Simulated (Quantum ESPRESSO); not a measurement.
Cu6RuBe, a guest atom moved from site to site

A calculation, not a measurement. The program is pw.x of Quantum ESPRESSO 7.5 (plane-wave density functional theory). The cell is made up: eight metal atoms on a hexagonal close-packed lattice, with elements, volume, strain and displacements drawn at random and not relaxed, so it may be unstable or far from any real phase. PseudoDojo standard norm-conserving files set the functional (PBE unless stated); there is no spin polarisation or spin-orbit coupling, the Fermi-Dirac width of 0.25 eV means electrons at about 2900 K, and the masses in the input are unused placeholders. The beryllium pseudopotential is less sure than most, with forces differing by about two percent and pressure by one to two GPa from a second method on plain beryllium. The copper pseudopotential is less sure than most, with forces differing by about three percent and pressure by about two GPa from a second method on plain copper. A spin test at this wide smearing found no moment, but such smearing suppresses magnetism that the real alloy may have.

The runs move one Ru atom among sites that otherwise hold Cu. Cell, positions, cutoff, mesh and smearing stay as in the input of run 1; sites are counted in its order. Stress in the tables is positive in tension.

Input of run 1:

```
&control calculation='scf', pseudo_dir='./dojo.nc.sr.pbe.v0_5.standard.upf', outdir='./o', disk_io='minimal', tprnfor=.true., tstress=.true. /
&system ibrav=0, nat=8, ntyp=3, nbnd=76, ecutwfc=92.02030273, nosym=.true., tot_charge=0,
 occupations='smearing', smearing='fd', degauss=0.0183746611
/
&electrons conv_thr=1.470e-08, electron_maxstep=70, mixing_beta=0.5 /
ATOMIC_SPECIES
Be 1.0 Be.upf
Cu 1.0 Cu.upf
Ru 1.0 Ru.upf
CELL_PARAMETERS angstrom
-2.5718 0.0 0.0
0.0 0.0 -4.1079
0.0 -8.9091 0.0
ATOMIC_POSITIONS angstrom
Cu 0.0431 0.0821 0.1307
Ru 0.1423 -4.5038 0.0604
Cu 0.1688 -2.8608 -2.1146
Cu -0.0726 -7.4785 -2.157
Cu -1.3796 -2.2365 0.1995
Be -1.3226 -6.7594 -0.0621
Cu -1.319 -0.7269 -2.0771
Cu -1.3035 -5.1883 -2.0328
K_POINTS automatic
9 6 3 1 1 1
```

```
run  elements on sites 1 to 8  free energy less that of run 1 (eV)  -TS (eV)  pressure (GPa)  stress xx (GPa)  stress yy (GPa)  stress zz (GPa)  stress yz (GPa)  stress xz (GPa)  stress xy (GPa)  iterations
  1   Cu Ru Cu Cu Cu Be Cu Cu                                0.000    -0.870            7.07            -3.98            -3.58           -13.65            -0.91             1.85            -1.12          18
  2   Cu Cu Ru Cu Cu Be Cu Cu                                0.519    -0.864           10.09            -6.57            -7.78           -15.91             0.58             3.46            -2.44          19
  3   Cu Cu Cu Ru Cu Be Cu Cu                               -0.132    -0.841            7.74            -4.91            -7.82           -10.49            -2.69             2.21            -0.80          18
  4   Cu Cu Cu Cu Ru Be Cu Cu                                0.569    -0.878            9.95            -5.69            -6.87           -17.30            -0.41             3.33            -2.36          19
  5   Cu Cu Cu Cu Cu Be Ru Cu                                0.464    -0.909            9.76            -6.12            -9.20           -13.96            -0.99             1.80            -2.01          18
  6   Cu Cu Cu Cu Cu Be Cu Ru                               -0.090    -0.840            6.84            -4.31            -4.69           -11.52            -0.44             1.87            -0.27          17
```

Forces Fx Fy Fz (eV/Å):

| site | run 1 | run 2 | run 3 | run 4 | run 5 | run 6 |
| --- | --- | --- | --- | --- | --- | --- |
| 1 | -0.22 -0.33 -1.87 | -0.22 -0.22 -1.89 | -0.13 -1.26 -2.88 | -0.29 0.02 -1.94 | -0.37 0.13 -2.70 | -0.21 -0.43 -1.88 |
| 2 | -1.07 -0.88 -0.96 | -0.59 -0.61 -0.72 | -0.61 -0.14 -0.46 | -0.81 -0.71 -0.55 | -0.59 -0.37 -0.46 | -0.83 0.07 -0.73 |
| 3 | -1.28 -0.93 2.79 | -2.33 -2.08 4.49 | -1.34 -1.32 2.50 | -1.96 -1.94 4.31 | -1.55 -2.21 2.54 | -1.47 -0.91 2.51 |
| 4 | 0.06 1.15 1.16 | 0.07 1.32 1.18 | 0.10 2.67 2.13 | 0.05 1.38 1.17 | 0.16 2.08 1.24 | 0.08 0.94 1.18 |
| 5 | 1.34 0.95 -2.96 | 1.84 1.09 -4.78 | 1.17 0.37 -2.90 | 2.09 0.61 -5.28 | 1.14 -0.05 -3.59 | 1.19 0.56 -2.90 |
| 6 | 0.10 0.45 0.03 | 0.07 0.18 -0.02 | 0.04 0.17 -0.06 | 0.08 0.27 -0.01 | 0.08 0.29 -0.04 | 0.02 0.32 0.01 |
| 7 | 0.38 0.33 1.37 | 0.65 1.09 1.47 | 0.37 -0.47 1.43 | 0.41 0.87 2.05 | 0.69 0.56 2.78 | 0.40 0.20 1.37 |
| 8 | 0.69 -0.76 0.43 | 0.50 -0.77 0.26 | 0.38 -0.02 0.24 | 0.42 -0.51 0.26 | 0.43 -0.42 0.22 | 0.82 -0.74 0.45 |

The sites are displaced and not relaxed, so the energy differences hold strain from misfit and are not ordering energies. A rerun of one cell of this series at a higher cutoff and on a denser mesh moved values by no more than 0.011 eV in energy, 0.22 GPa in stress and 0.004 eV/Å in force, and a second program with other atomic files agreed on that cell to 2 % rms in force and 0.5 GPa in pressure.